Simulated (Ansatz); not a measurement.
The numbers come from plane-wave PAW DFT (Ansatz): r2SCAN, no spin polarisation, 500 eV, 5×8×5 Γ-centred k points, fermi-dirac occupations (width 0.1 eV). Nothing was relaxed.

Computed maps in the lattice plane spanned by a (left to right, 6.78 Å, 21 points from zero) and c (bottom to top, 7.21 Å, 22 points from zero), 90° apart, at height 0.250 along b. The fields are smooth PAW ones with compensation charges, not the true ones near nuclei.

Valence density. Digits on a logarithmic scale: 0 up to 0.03 e/Å³, each further digit a factor of 1.6, 9 from 1.3 e/Å³ up:
```
334579998667999996443
334689999767999996433
334689999766899975433
344679998655677765443
444567776544556666544
445566655444456677655
556776554333456899975
679999654333457999986
689999754333457999986
699999754333456899976
579999654444445677665
467887555566545555554
455665556999864444444
555554458999984333344
876444469999995333467
998543359999985333599
999643347999974334799
999743335688654444799
999643334445555444799
997544444444556555579
665455555445688765556
344567776556999985444
```

ELF. Ten even steps from '0' (0.00) to '9' (0.98):
```
125532013431499822332
235430002441399721332
235430002452245312332
235542113453111123432
334554334543322455543
432234555433455443345
421111344322454311235
313542123222454100035
226994123322454100034
127995124311354310234
114762133100145433344
212221221121013544443
122223312677511344321
011344215888840122100
431123117888860010013
885101016888850000168
887200003788720110388
888200100244212320488
886102210000124431278
762024443212222332147
210255444322122223111
002543333431257422320
```

Question: The cell is LuCoGe. Which atoms lie within 0.2 Å of this plane, and where (fractions of a and c)?

Answer: Co at (0.16, 0.56), Co at (0.66, 0.94), Ge at (0.79, 0.61), Ge at (0.29, 0.89), Lu at (0.49, 0.31), Lu at (0.99, 0.19). The whole cell:
```xyz
12
Lattice="6.7785 0.0000 0.0000 0.0000 4.2016 0.0000 0.0000 0.0000 7.2066" Properties=species:S:1:pos:R:3 pbc="T T T"
Co    1.0710    1.0504    4.0501
Co    2.3182    3.1512    0.4468
Co    4.4602    1.0504    6.7598
Co    5.7075    3.1512    3.1565
Ge    5.3821    1.0504    4.4105
Ge    4.7856    3.1512    0.8071
Ge    1.9929    1.0504    6.3995
Ge    1.3964    3.1512    2.7962
Lu    3.3553    1.0504    2.2268
Lu    0.0339    3.1512    5.8302
Lu    6.7446    1.0504    1.3765
Lu    3.4231    3.1512    4.9798
```

Origin: a known structure type with other elements, at an estimated volume, so it need not be a known compound. Caveats: no spin polarisation, so a magnetic state may lie lower.
